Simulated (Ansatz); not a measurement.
LaAlHO2:
```xyz
5
Lattice="3.7743 0.0000 0.0000 0.0000 3.7743 0.0000 0.0000 0.0000 3.8952" Properties=species:S:1:pos:R:3 pbc="T T T"
La     1.8872     1.8872     1.9476
Al     0.0000     0.0000     0.0000
O      1.8872     0.0000     0.0000
O      0.0000     1.8872     0.0000
H      0.0000     0.0000     1.9476
```

Relaxed with r²SCAN.

Question: Give the Bader charges and basin volumes of the independent atoms, plane-wave PAW r²SCAN (Ansatz code).

Answer: 

```tsv
atom	Bader charge (e)	Bader volume (Å³)
La1	+1.69	19.1
Al2	+2.49	3.7
O3	-1.65	12.3
H5	-0.89	8.1
```

Space group P4/mmm. The start of the workflow was typed in or built on a structure type; neither database checked (COD, Materials Project) lists it. Whether it is the stable phase at ambient conditions was not checked. The r²SCAN relaxation kept the symmetry of its start; its stability against distortions is not shown here. Scalar-relativistic: spin–orbit coupling is off unless named, which matters more the heavier the elements.

Potentials: the earlier of the program's two PAW sets.
